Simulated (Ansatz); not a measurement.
TePd:
```
TePd
1.0
    1.89548    -5.19904     0.00000
    1.89548     5.19904     0.00000
    0.00000     0.00000     4.04074
Te Pd
2 2
Direct
  0.64049   0.35951   0.25000
  0.35951   0.64049   0.75000
  0.90258   0.09742   0.25000
  0.09742   0.90258   0.75000
```

Relaxed with PBEsol.

Problem. Which orbitals make up the states near the Fermi level in PBEsol in the plane-wave PAW code Ansatz?

Solution. Within 0.5 eV of the Fermi level: Te 5p 55 %, Pd 4d 35 %, outside the projected shells 7 %. Projections are on Löwdin-orthogonalised atomic valence shells; empty p or d shells of many metals are not among them.

Problem. Tabulate the density of states.

Solution. States/eV per cell of 4 atoms, in 0.25 eV bins, energy from the Fermi level.

```tsv
E (eV)	total	Pd 4d	Te 5p	Te 5s
-7.85	0.00	0.00	0.00	0.00
-7.60	0.00	0.00	0.00	0.00
-7.35	0.00	0.00	0.00	0.00
-7.10	0.25	0.04	0.20	0.00
-6.85	0.69	0.11	0.54	0.01
-6.60	1.11	0.20	0.85	0.02
-6.35	1.64	0.33	1.22	0.03
-6.10	3.43	0.87	2.44	0.04
-5.85	4.07	1.14	2.80	0.05
-5.60	1.74	0.61	1.06	0.04
-5.35	2.06	0.92	1.08	0.03
-5.10	4.02	2.03	1.88	0.04
-4.85	4.50	2.22	2.14	0.05
-4.60	4.93	2.78	2.03	0.04
-4.35	4.14	2.63	1.43	0.03
-4.10	5.41	3.76	1.53	0.03
-3.85	4.94	3.78	1.03	0.02
-3.60	4.79	4.12	0.60	0.03
-3.35	5.16	4.25	0.81	0.04
-3.10	6.34	5.32	0.89	0.03
-2.85	5.11	4.46	0.56	0.02
-2.60	9.37	8.48	0.67	0.09
-2.35	7.55	6.51	0.74	0.16
-2.10	8.13	6.68	1.05	0.19
-1.85	4.87	3.60	0.95	0.16
-1.60	3.12	2.04	0.83	0.13
-1.35	2.13	1.30	0.66	0.09
-1.10	2.45	1.34	0.89	0.12
-0.85	2.55	1.25	1.06	0.11
-0.60	2.88	1.21	1.36	0.12
-0.35	2.59	1.00	1.31	0.09
-0.10	2.19	0.78	1.17	0.07
0.15	2.02	0.64	1.16	0.05
0.40	1.99	0.58	1.21	0.04
0.65	1.95	0.52	1.24	0.03
0.90	1.92	0.49	1.26	0.02
1.15	2.18	0.54	1.48	0.02
1.40	2.33	0.54	1.64	0.01
1.65	2.25	0.52	1.62	0.00
1.90	1.09	0.25	0.80	0.00
2.15	0.11	0.02	0.09	0.00
2.40	0.00	0.00	0.00	0.00
2.65	0.35	0.02	0.03	0.00
2.90	1.38	0.08	0.14	0.00
3.15	1.66	0.08	0.17	0.00
3.40	2.04	0.08	0.20	0.00
3.65	1.61	0.05	0.12	0.00
3.90	1.78	0.05	0.12	0.00
4.15	1.83	0.04	0.12	0.00
4.40	1.92	0.04	0.12	0.00
4.65	1.57	0.03	0.10	0.00
```

Space group Cmcm. The start of the workflow was typed in or built on a structure type; neither database checked (COD, Materials Project) lists it. COD files the formula under space group No. 194. Whether it is the stable phase at ambient conditions was not checked. The PBEsol relaxation kept the symmetry of its start; its stability against distortions is not shown here. No spin polarisation was allowed. Scalar-relativistic: spin–orbit coupling is off unless named, which matters more the heavier the elements.

Potentials: the later of the program's two PAW sets.
